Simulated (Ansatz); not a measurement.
AlNi (CsCl type)

```xyz
2
Lattice="2.8927 0.0000 0.0000 0.0000 2.8927 0.0000 0.0000 0.0000 2.8927" Properties=species:S:1:pos:R:3 pbc="T T T"
Al     0.0000     0.0000     0.0000
Ni     1.4463     1.4463     1.4463
```

In each cell atom 2 (Ni, nearest neighbour Al at 2.505 Å; its periodic images, 2.9 Å or more away, move with it) moves by s·(1.000, 0.000, 0.000) (along Cartesian x), the rest being held.

These are PBE (plane waves to 420 eV, PAW, scalar-relativistic; Ansatz, a quantum-chemistry and plane-wave program) values and carry that method's errors. k mesh 13×13×13 (Γ-centred), Fermi-Dirac smearing 0.05 eV. Energies are smeared free energies. With partly filled bands, energies and forces of such displacements shift with the k mesh and the smearing. AlNi is run without spin polarisation. AlNi was relaxed with its symmetry unable to fall. The PAW data are Ansatz's earlier set. The zero of ΔE is the undisplaced structure. The last digit holds for this mesh only.

| s (Å) | ΔE (meV/cell) |
|---|---|
| -0.500 | 704.7 |
| -0.400 | 452.6 |
| -0.300 | withheld |
| -0.200 | 113.2 |
| -0.100 | 28.3 |
| 0.000 | 0.0 |
| 0.100 | 28.3 |
| 0.200 | 113.2 |
| 0.300 | withheld |
| 0.400 | 452.6 |
| 0.500 | 704.7 |

Q: Fit an even polynomial form (powers 2, 4, 6) to the given rows and predict ΔE at s = -0.300.

A: Least squares on the 9 given rows: ΔE = (2828)·s² + (82.48)·s⁴ + (-470.7)·s⁶, in meV/cell with s in Å; root-mean-square residual 0.06 meV/cell. At -0.300 the fit gives 254.8 meV/cell; the calculation gives 254.8 meV/cell, the same to the digits shown. The quadratic term alone would give 254.5 meV/cell.

(A displaced cell: forces are minus the slopes of the energy, force constants its curvatures, and phonons follow from these.)
